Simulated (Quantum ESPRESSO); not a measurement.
## Al2ZnF7Cl (one run as intended and one with a planted mistake)

Simulated, not a measurement. The program is pw.x of Quantum ESPRESSO 7.5 (plane-wave density functional theory). The cell is made up: 11 atoms on a rutile lattice with one site empty, with randomly drawn elements, strain and displacements, not relaxed. PseudoDojo standard norm-conserving files (v0.5 for PBE, v0.4.1 for LDA and PBEsol) set the functional; there is no spin polarisation, spin-orbit coupling or dispersion term, and the masses in the input are unused placeholders.

Intended input:

```
&control calculation='scf', pseudo_dir='./dojo.nc.sr.pbe.v0_5.standard.upf', outdir='./o', disk_io='low', tprnfor=.true., tstress=.true. /
&system ibrav=0, nat=11, ntyp=4, nbnd=47, ecutwfc=84.00895049, nosym=.true., tot_charge=0,
 occupations='smearing', smearing='fd', degauss=0.0018374661
/
&electrons conv_thr=7.350e-09, electron_maxstep=60, /
ATOMIC_SPECIES
Al 1.0 Al.upf
Cl 1.0 Cl.upf
F 1.0 F.upf
Zn 1.0 Zn.upf
CELL_PARAMETERS angstrom
4.8825 0.0 0.0
0.0 4.8825 0.0
0.0 0.0 6.4912
ATOMIC_POSITIONS angstrom
Al 0.023 0.0716 -0.006
Al -0.0837 0.0461 3.3473
Zn 2.4569 2.491 4.8664
F 1.4866 1.5065 -0.0684
F 3.4233 3.3768 -0.0608
F 3.9355 0.931 1.6194
F 0.9547 4.0215 1.671
Cl 1.456 1.5358 3.3402
F 3.4868 3.3129 3.3969
F 3.912 0.9003 4.9141
F 1.0175 3.9189 4.8351
K_POINTS automatic
5 5 4 1 1 1
```

The log is shortened where brackets say so; the opening notice, blank lines, dates and the lines on written files are dropped, and the path of the files is cut. It prints rydbergs, bohrs and kilobars, and counts compression as positive stress. Where no state is partly filled, the Fermi energy that it prints is only some level between the filled and the empty states on the mesh, and need not lie in the true gap.

Log of the intended run:

```
     Program PWSCF v.7.5
     Parallel version (MPI & OpenMP), running on       4 processor cores
     Number of MPI processes:                 4
     Threads/MPI process:                     1
     [start-up lines left out]
     bravais-lattice index     =            0
     lattice parameter (alat)  =       9.2266  a.u.
     unit-cell volume          =    1044.2539 (a.u.)^3
     number of atoms/cell      =           11
     number of atomic types    =            4
     number of electrons       =        82.00
     number of Kohn-Sham states=           47
     kinetic-energy cutoff     =      84.0090  Ry
     charge density cutoff     =     336.0358  Ry
     scf convergence threshold =      7.3E-09
     mixing beta               =       0.7000
     number of iterations used =            8  plain     mixing
     Exchange-correlation= PBE
                           (   1   4   3   4   0   0   0)
     [axes and pseudopotential details left out]
   Cartesian axes
     site n.     atom                  positions (alat units)
         1        Al     tau(   1) = (   0.0047107   0.0146646  -0.0012289  )
         2        Al     tau(   2) = (  -0.0171429   0.0094419   0.6855709  )
         3        Zn     tau(   3) = (   0.5032053   0.5101895   0.9967025  )
         4        F      tau(   4) = (   0.3044752   0.3085509  -0.0140092  )
         5        F      tau(   5) = (   0.7011367   0.6916129  -0.0124526  )
         6        F      tau(   6) = (   0.8060420   0.1906810   0.3316743  )
         7        F      tau(   7) = (   0.1955351   0.8236559   0.3422427  )
         8        Cl     tau(   8) = (   0.2982079   0.3145520   0.6841167  )
         9        F      tau(   9) = (   0.7141423   0.6785253   0.6957296  )
        10        F      tau(  10) = (   0.8012289   0.1843932   1.0064721  )
        11        F      tau(  11) = (   0.2083973   0.8026421   0.9902919  )
     number of k points=    50  Fermi-Dirac smearing, width (Ry)=  0.0018
                       cart. coord. in units 2pi/alat
        k(    1) = (   0.1000000   0.1000000   0.0940215), wk =   0.0400000
        k(    2) = (   0.1000000   0.1000000   0.2820646), wk =   0.0400000
     [further k points left out]
     Dense  grid:   108555 G-vectors     FFT dimensions: (  54,  54,  72)
     Estimated max dynamical RAM per process >     284.95 MB
     Estimated total dynamical RAM >       1.04 GB
     Initial potential from superposition of free atoms
     starting charge      81.9949, renormalised to      82.0000
     Starting wfcs are   50 randomized atomic wfcs
     total cpu time spent up to now is        4.9 secs
     per-process dynamical memory:   217.1 Mb
     Self-consistent Calculation
     iteration #  1     ecut=    84.01 Ry     beta= 0.70
     Davidson diagonalization with overlap
     ethr =  1.00E-02,  avg # of iterations =  2.9
     total cpu time spent up to now is       14.9 secs
     total energy              =    -805.52510905 Ry
     estimated scf accuracy    <       1.36282234 Ry
     iteration #  2     ecut=    84.01 Ry     beta= 0.70
     Davidson diagonalization with overlap
     ethr =  1.66E-03,  avg # of iterations =  2.2
     total cpu time spent up to now is       25.6 secs
     total energy              =    -805.84880486 Ry
     estimated scf accuracy    <       1.39466464 Ry
     [iterations 3 to 9 left out]
     iteration # 10     ecut=    84.01 Ry     beta= 0.70
     Davidson diagonalization with overlap
     ethr =  1.27E-10,  avg # of iterations =  2.0
     total cpu time spent up to now is      107.7 secs
     total energy              =    -806.13384747 Ry
     estimated scf accuracy    <       0.00000001 Ry
     iteration # 11     ecut=    84.01 Ry     beta= 0.70
     Davidson diagonalization with overlap
     ethr =  1.47E-11,  avg # of iterations =  2.0
     total cpu time spent up to now is      117.4 secs
     End of self-consistent calculation
     [lines on levels left out]
     the Fermi energy is     3.5993 ev
!    total energy              =    -806.13384748 Ry
     estimated scf accuracy    <          2.6E-09 Ry
     smearing contrib. (-TS)   =       0.00000000 Ry
     internal energy E=F+TS    =    -806.13384748 Ry
     The total energy is F=E-TS. E is the sum of the following terms:
     one-electron contribution =    -643.19260940 Ry
     hartree contribution      =     358.48748265 Ry
     xc contribution           =    -135.63197113 Ry
     ewald contribution        =    -385.79674959 Ry
     convergence has been achieved in  11 iterations
     Forces acting on atoms (cartesian axes, Ry/au):
     atom    1 type  1   force =     0.01072898   -0.00492587    0.08867027
     atom    2 type  1   force =    -0.04336120   -0.08632501   -0.07715426
     atom    3 type  4   force =     0.04621710    0.04137579    0.11296101
     atom    4 type  3   force =    -0.07925894   -0.07756314   -0.00667501
     atom    5 type  3   force =     0.06495394    0.06654293   -0.02541573
     atom    6 type  3   force =     0.05820470   -0.06491834   -0.00612232
     atom    7 type  3   force =    -0.07258605    0.05805899   -0.01808216
     atom    8 type  2   force =    -0.04141543   -0.04452955   -0.10355125
     atom    9 type  3   force =     0.07940428    0.09807486    0.00033425
     atom   10 type  3   force =     0.06117567   -0.06583512    0.01120612
     atom   11 type  3   force =    -0.08406305    0.08004446    0.02382908
     Total force =     0.361560     Total SCF correction =     0.000073
     Computing stress (Cartesian axis) and pressure
          total   stress  (Ry/bohr**3)                   (kbar)     P=      -97.07
  -0.00053353  -0.00015743   0.00011317          -78.49      -23.16       16.65
  -0.00015743  -0.00055445   0.00013076          -23.16      -81.56       19.24
   0.00011317   0.00013076  -0.00089155           16.65       19.24     -131.15
     init_run     :      4.54s CPU      4.77s WALL (       1 calls)
     electrons    :    112.01s CPU    112.58s WALL (       1 calls)
     forces       :      1.95s CPU      1.96s WALL (       1 calls)
     stress       :      6.79s CPU      6.98s WALL (       1 calls)
     [timing details left out]
     PWSCF        :   2m 5.47s CPU   2m 6.51s WALL
     JOB DONE.
```

A second run has one planted mistake: the smearing is too wide. The input lines that differ, file-writing options aside:

```
- &system ibrav=0, nat=11, ntyp=4, nbnd=47, ecutwfc=84.00895049, nosym=.true., tot_charge=0,
+ &system ibrav=0, nat=11, ntyp=4, nbnd=65, ecutwfc=84.00895049, nosym=.true., tot_charge=0,
-  occupations='smearing', smearing='fd', degauss=0.0018374661
+  occupations='smearing', smearing='fd', degauss=0.0507140646
```

Its log:

```
     Program PWSCF v.7.5
     Parallel version (MPI & OpenMP), running on       4 processor cores
     Number of MPI processes:                 4
     Threads/MPI process:                     1
     [start-up lines left out]
     bravais-lattice index     =            0
     lattice parameter (alat)  =       9.2266  a.u.
     unit-cell volume          =    1044.2539 (a.u.)^3
     number of atoms/cell      =           11
     number of atomic types    =            4
     number of electrons       =        82.00
     number of Kohn-Sham states=           65
     kinetic-energy cutoff     =      84.0090  Ry
     charge density cutoff     =     336.0358  Ry
     scf convergence threshold =      7.3E-09
     mixing beta               =       0.7000
     number of iterations used =            8  plain     mixing
     Exchange-correlation= PBE
                           (   1   4   3   4   0   0   0)
     [axes and pseudopotential details left out]
   Cartesian axes
     site n.     atom                  positions (alat units)
         1        Al     tau(   1) = (   0.0047107   0.0146646  -0.0012289  )
         2        Al     tau(   2) = (  -0.0171429   0.0094419   0.6855709  )
         3        Zn     tau(   3) = (   0.5032053   0.5101895   0.9967025  )
         4        F      tau(   4) = (   0.3044752   0.3085509  -0.0140092  )
         5        F      tau(   5) = (   0.7011367   0.6916129  -0.0124526  )
         6        F      tau(   6) = (   0.8060420   0.1906810   0.3316743  )
         7        F      tau(   7) = (   0.1955351   0.8236559   0.3422427  )
         8        Cl     tau(   8) = (   0.2982079   0.3145520   0.6841167  )
         9        F      tau(   9) = (   0.7141423   0.6785253   0.6957296  )
        10        F      tau(  10) = (   0.8012289   0.1843932   1.0064721  )
        11        F      tau(  11) = (   0.2083973   0.8026421   0.9902919  )
     number of k points=    50  Fermi-Dirac smearing, width (Ry)=  0.0507
                       cart. coord. in units 2pi/alat
        k(    1) = (   0.1000000   0.1000000   0.0940215), wk =   0.0400000
        k(    2) = (   0.1000000   0.1000000   0.2820646), wk =   0.0400000
     [further k points left out]
     Dense  grid:   108555 G-vectors     FFT dimensions: (  54,  54,  72)
     Estimated max dynamical RAM per process >     352.49 MB
     Estimated total dynamical RAM >       1.30 GB
     Initial potential from superposition of free atoms
     starting charge      81.9949, renormalised to      82.0000
     Starting wfcs are   50 randomized atomic wfcs +   15 random wfcs
     total cpu time spent up to now is        6.4 secs
     per-process dynamical memory:   270.6 Mb
     Self-consistent Calculation
     iteration #  1     ecut=    84.01 Ry     beta= 0.70
     Davidson diagonalization with overlap
     ethr =  1.00E-02,  avg # of iterations =  6.3
     total cpu time spent up to now is       24.1 secs
     total energy              =    -805.58952267 Ry
     estimated scf accuracy    <       1.29466968 Ry
     iteration #  2     ecut=    84.01 Ry     beta= 0.70
     Davidson diagonalization with overlap
     ethr =  1.58E-03,  avg # of iterations =  2.0
     total cpu time spent up to now is       38.2 secs
     total energy              =    -805.81914221 Ry
     estimated scf accuracy    <       1.47637699 Ry
     [iterations 3 to 9 left out]
     iteration # 10     ecut=    84.01 Ry     beta= 0.70
     Davidson diagonalization with overlap
     ethr =  1.99E-10,  avg # of iterations =  2.2
     total cpu time spent up to now is      141.2 secs
     total energy              =    -806.14842820 Ry
     estimated scf accuracy    <       0.00000002 Ry
     iteration # 11     ecut=    84.01 Ry     beta= 0.70
     Davidson diagonalization with overlap
     ethr =  2.53E-11,  avg # of iterations =  2.1
     total cpu time spent up to now is      153.0 secs
     End of self-consistent calculation
     [lines on levels left out]
     the Fermi energy is     4.5570 ev
!    total energy              =    -806.14842820 Ry
     estimated scf accuracy    <          2.5E-09 Ry
     smearing contrib. (-TS)   =      -0.06945830 Ry
     internal energy E=F+TS    =    -806.07896990 Ry
     The total energy is F=E-TS. E is the sum of the following terms:
     one-electron contribution =    -642.95972727 Ry
     hartree contribution      =     358.28287351 Ry
     xc contribution           =    -135.60536655 Ry
     ewald contribution        =    -385.79674959 Ry
     convergence has been achieved in  11 iterations
     Forces acting on atoms (cartesian axes, Ry/au):
     atom    1 type  1   force =     0.00948552   -0.00487398    0.08527918
     atom    2 type  1   force =    -0.04603386   -0.08679352   -0.07316942
     atom    3 type  4   force =     0.04735428    0.04222211    0.11413262
     atom    4 type  3   force =    -0.07367254   -0.07195620   -0.00701241
     atom    5 type  3   force =     0.05984122    0.06130657   -0.02452096
     atom    6 type  3   force =     0.05627747   -0.06222189   -0.00379015
     atom    7 type  3   force =    -0.06891911    0.05561904   -0.01454739
     atom    8 type  2   force =    -0.03850389   -0.04157645   -0.10424725
     atom    9 type  3   force =     0.07585843    0.09325468   -0.00014032
     atom   10 type  3   force =     0.05690776   -0.06069223    0.00814094
     atom   11 type  3   force =    -0.07859528    0.07571186    0.01987515
     Total force =     0.347807     Total SCF correction =     0.000136
     Computing stress (Cartesian axis) and pressure
          total   stress  (Ry/bohr**3)                   (kbar)     P=      -86.05
  -0.00045883  -0.00012301   0.00011636          -67.50      -18.10       17.12
  -0.00012301  -0.00048070   0.00013341          -18.10      -70.71       19.63
   0.00011636   0.00013341  -0.00081533           17.12       19.63     -119.94
     init_run     :      5.44s CPU      5.71s WALL (       1 calls)
     electrons    :    146.10s CPU    146.66s WALL (       1 calls)
     forces       :      2.40s CPU      2.41s WALL (       1 calls)
     stress       :      8.08s CPU      8.27s WALL (       1 calls)
     [timing details left out]
     PWSCF        :   2m42.79s CPU   2m43.89s WALL
     JOB DONE.
```

```
                                            intended run  run with the mistake
                          free energy (eV)    -10968.010            -10968.208
                    smearing term -TS (eV)        0.0000               -0.9450
                            pressure (GPa)         -9.71                 -8.60
            largest force component (eV/Å)         2.904                 2.934
largest change of a force component (eV/Å)                               0.144
                                iterations            11                    11
```

For scale, a rerun of the intended cell at 1437 eV and a 7 x 7 x 6 mesh moved values by no more than 0.003 eV in energy, 0.02 GPa in stress and 0.002 eV/Å in force. The number of bands, nbnd, was set by rule from the electron count and the smearing, so it follows the mistake.